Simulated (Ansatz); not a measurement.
Total density of states per atom from plane-wave PAW LDA (Ansatz code), in 0.25 eV bins, energy from the valence-band maximum:

(E (eV), states/eV/atom): (-7.85, 0.00); (-7.60, 0.00); (-7.35, 0.00); (-7.10, 0.00); (-6.85, 0.00); (-6.60, 0.00); (-6.35, 0.00); (-6.10, 0.00); (-5.85, 0.00); (-5.60, 0.05); (-5.35, 0.35); (-5.10, 1.25); (-4.85, 0.66); (-4.60, 0.36); (-4.35, 0.26); (-4.10, 0.20); (-3.85, 0.17); (-3.60, 0.18); (-3.35, 0.56); (-3.10, 0.54); (-2.85, 0.52); (-2.60, 0.57); (-2.35, 0.67); (-2.10, 0.85); (-1.85, 0.84); (-1.60, 0.82); (-1.35, 0.80); (-1.10, 0.79); (-0.85, 0.74); (-0.60, 0.45); (-0.35, 0.29); (-0.10, 0.10); (0.15, 0.00); (0.40, 0.00); (0.65, 0.00); (0.90, 0.00); (1.15, 0.00); (1.40, 0.00); (1.65, 0.04); (1.90, 0.09); (2.15, 0.15); (2.40, 0.20); (2.65, 0.30); (2.90, 0.41); (3.15, 0.61); (3.40, 0.91); (3.65, 0.95); (3.90, 0.74); (4.15, 0.27); (4.40, 0.35); (4.65, 1.09); (4.90, 1.16); (5.15, 0.66); (5.40, 0.66); (5.65, 0.81); (5.90, 0.67); (6.15, 0.59)

**Question.** Which compound is it?
(A) Al, bcc (W type)
(B) MoP, P-6m2 (Mo on 1a, P on 1d)
(C) ZnS, zinc blende
(D) AlP, zinc blende

**Answer.** D, AlP, zinc blende. Top 1 eV of the valence band: P 3p 80 %, Al 3p 17 %. Bottom 1 eV of the conduction band: Al 3p 52 %, P 3s 19 %, P 3p 8 %, Al 3s 7 %, outside the projected shells 14 %. Projections are on Löwdin-orthogonalised atomic valence shells; empty p or d shells of many metals are not among them.

Space group F-43m (zinc blende). The LDA relaxation kept the symmetry of its start; phonons on a q-mesh show no instability.

Potentials: the earlier of the program's two PAW sets.
